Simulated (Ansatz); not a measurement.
Relaxed ZnS (wurtzite):

```yaml
crystal:
  lattice:
    - [7.69021, 0.00000, 0.00000]
    - [-1.92255, 3.32996, 0.00000]
    - [3.84511, 0.00000, 6.30566]
  atoms:
    - { symbol: Zn, position: [0.83341, 0.33333, 0.99985] }
    - { symbol: Zn, position: [0.33341, 0.33333, 0.99985] }
    - { symbol: Zn, position: [0.91674, 0.66667, 0.49985] }
    - { symbol: Zn, position: [0.41674, 0.66667, 0.49985] }
    - { symbol: S, position: [0.02066, 0.33333, 0.62535] }
    - { symbol: S, position: [0.52066, 0.33333, 0.62535] }
    - { symbol: S, position: [0.10399, 0.66667, 0.12535] }
    - { symbol: S, position: [0.60399, 0.66667, 0.12535] }
```

The atoms are displaced by Q × the pattern below (from a DFPT mode at L = (0.5, 0.0, 0.5), largest move 1; Q in Å), at fixed cell. It is one choice among 2 degenerate patterns. (q is in reciprocal vectors of the primitive cell; the cell shown is doubled to hold the pattern.)

| atom | x | y | z |
|---|---|---|---|
| Zn1 | 0.008 | 0.004 | -0.293 |
| Zn2 | -0.008 | -0.004 | 0.293 |
| Zn3 | -0.133 | -0.077 | -0.174 |
| Zn4 | 0.133 | 0.077 | 0.174 |
| S5 | 0.213 | 0.123 | 0.969 |
| S6 | -0.213 | -0.123 | -0.969 |
| S7 | 0.357 | 0.206 | 0.203 |
| S8 | -0.357 | -0.206 | -0.203 |

These are PBE (plane waves to 420 eV, PAW, scalar-relativistic; Ansatz, an electronic-structure program) values and carry that method's errors. k mesh 10×10×10 (Γ-centred), Fermi-Dirac smearing 0.05 eV. E stands for the smeared free energy. ZnS was relaxed with its symmetry unable to fall. ΔE is measured from the undisplaced structure.

| Q (Å) | ΔE (meV/cell) |
|---|---|
| -0.180 | 491 |
| -0.150 | 337 |
| -0.120 | withheld |
| -0.090 | 120 |
| -0.060 | 53 |
| -0.030 | 13 |
| 0.000 | 0 |
| 0.030 | 13 |
| 0.060 | 53 |
| 0.090 | 120 |
| 0.120 | withheld |
| 0.150 | 337 |
| 0.180 | 491 |

**Question.** Fit an even polynomial form (powers 2, 4) to the given rows and predict ΔE at Q = -0.120.

**Answer.** Least squares on the 11 given rows: ΔE = (14640)·Q² + (15750)·Q⁴, in meV/cell with Q in Å; root-mean-square residual 0.3 meV/cell. At -0.120 the fit gives 214 meV/cell; the calculation gives 214 meV/cell, the same to the digits shown. The quadratic term alone would give 211 meV/cell.

(For displaced atoms, the force is minus the slope of the energy, and its curvature is a force constant, which sets phonon frequencies.)
